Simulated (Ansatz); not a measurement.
A geometry of La₂O₃ away from equilibrium: step 2 of the relaxation of a relaxed La2O3 cell shaken by Gaussian noise of σ = 0.08 Å a coordinate. All values below come from PBE (plane waves to 420 eV, PAW, scalar-relativistic; Ansatz, a quantum-chemistry and plane-wave program). Γ-centred k-mesh 5×5×5 on the run's cell (coarser than for final values), Fermi–Dirac smearing 0.05 eV.

```yaml
crystal:
  lattice:
    - [0.02435, 4.03076, 7.37123]
    - [3.83671, 0.03294, 7.36577]
    - [3.86641, 4.04896, 0.00267]
  atoms:
    - { symbol: La, position: [0.51233, 0.97233, 0.49867] }
    - { symbol: La, position: [0.00002, 0.51695, 0.98499] }
    - { symbol: La, position: [0.98520, 0.00757, 0.48957] }
    - { symbol: La, position: [0.51500, 0.49467, 0.98929] }
    - { symbol: O, position: [0.97200, 0.52740, 0.51449] }
    - { symbol: O, position: [0.51217, 0.98755, 0.01919] }
    - { symbol: O, position: [0.57707, 0.43759, 0.39298] }
    - { symbol: O, position: [0.42694, 0.58545, 0.58139] }
    - { symbol: O, position: [0.16094, 0.84170, 0.13993] }
    - { symbol: O, position: [0.85863, 0.10991, 0.85730] }
```

### Question
Give the Cartesian forces on all atoms (eV/Å).

### Answer
```tsv
atom	Fx	Fy	Fz
La1	-0.50	0.13	0.13
La2	0.22	-0.44	-0.05
La3	-0.36	-0.27	0.14
La4	-0.49	0.06	0.43
O5	0.59	-0.24	-0.07
O6	-0.11	0.47	-0.08
O7	-4.60	-0.13	0.20
O8	4.92	0.19	0.13
O9	0.02	0.03	0.05
O10	0.32	0.21	-0.88
```

### Question
What is the pressure?

### Answer
+1.7 GPa, compression positive.

### Question
How far above the relaxed end point is this geometry?

### Answer
about 1.6 eV/atom; the path ends in P-3m1 (No. 164).

No spin polarisation in the result.

Of the parent cell (Fmmm (No. 69)): it is a generated cell of La2O3: the first start was made by a random draw of sites in a space group, and the end was not matched to a known phase here, so it may be hypothetical. Known forms of La2O3 include space group No. 164.

The first start was generated by a random draw of sites in a space group. Materials Project lists a structure of La2O3 in the same space group, P-3m1 (No. 164); the sites were not compared with it, nor with measured phases.
